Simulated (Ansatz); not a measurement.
Cs:
```cif
data_Cs
_chemical_formula_sum 'Cs1'
_space_group_name_H-M_alt 'P 1'
_space_group_IT_number 1
_cell_length_a 5.20584
_cell_length_b 5.20584
_cell_length_c 5.20584
_cell_angle_alpha 109.471
_cell_angle_beta 109.471
_cell_angle_gamma 109.471
loop_
_space_group_symop_operation_xyz
  'x, y, z'
loop_
_atom_site_label
_atom_site_type_symbol
_atom_site_fract_x
_atom_site_fract_y
_atom_site_fract_z
_atom_site_occupancy
Cs1 Cs 0.00000 0.00000 0.00000 1
```

Relaxed with PBEsol in the plane-wave PAW code Ansatz. Indices refer to the conventional cell of Im-3m, a = 6.0112 Å, b = 6.0112 Å, c = 6.0112 Å, α = 90.00°, β = 90.00°, γ = 90.00°.

Simulate the powder diffraction pattern (neutron, λ = 1.5401 Å; lines above 1 %) up to 2θ = 90°.

Simulated powder pattern, neutron, λ = 1.5401 Å (kinematic, ideal powder, no thermal factors, coherent scattering alone; the 30 strongest lines at most, above 1 %, up to 2θ = 90°):

```tsv
2θ (°)	d (Å)	I/Imax (%)	hkl
20.88	4.251	100	(110)
29.69	3.006	25	(200)
36.58	2.454	69	(211)
42.49	2.125	26	(220)
47.79	1.901	43	(310)
52.69	1.735	12	(222)
57.28	1.607	64	(321)
61.65	1.503	7.2	(400)
65.84	1.417	39	(411)+(330)
69.90	1.344	24	(420)
73.86	1.282	22	(332)
77.74	1.227	21	(422)
81.57	1.179	60	(431)+(510)
89.12	1.097	37	(521)
```

Symmetry was held in the PBEsol relaxation. Spin–orbit coupling is left out wherever it is not named.

Potentials: the later of the program's two PAW sets.
